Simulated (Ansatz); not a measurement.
SiC in space group Pm-3n (No. 223; Si on 6c, C on 6d), r²SCAN in the plane-wave PAW code Ansatz. The conduction-band minimum lies on the Γ–X line, 75 % of the way from Γ, with 6 equivalent valleys. Second derivatives d²E/dk² of the lowest band at one valley (eV·Å²), along Cartesian directions:

```csv
direction,d²E/dk²
[100],21.73
[010],21.73
[001],16.21
[110],21.73
[101],18.97
[011],18.97
```

Q: Find the principal effective masses, the density-of-states mass and the conductivity mass.

A: Off-diagonal terms follow from H_xy = H[110] − (H_xx + H_yy)/2, and m*/mₑ = 7.620 eV·Å² over each eigenvalue: 0.35, 0.35, 0.47. One valley's DOS mass (m₁m₂m₃)^(1/3) = 0.39, conductivity mass 3/(Σ 1/mᵢ) = 0.38 mₑ.

Q: What effective density of states Nc follows at 300 K for parabolic valleys?

A: Nc = 2.509e19 × 6 × (0.39)^(3/2) ≈ 3.7e19 cm⁻³.

The start of the workflow was typed in or built on a structure type; neither database checked (COD, Materials Project) lists it. It is not the phase usual at ambient conditions (space group No. 186, 216). Symmetry was held in the r²SCAN relaxation; whether a distortion lowers the energy is not shown.

Potentials: the later of the program's two PAW sets.

Edges and masses are those of Kohn–Sham bands, whose gap is no quasiparticle gap.
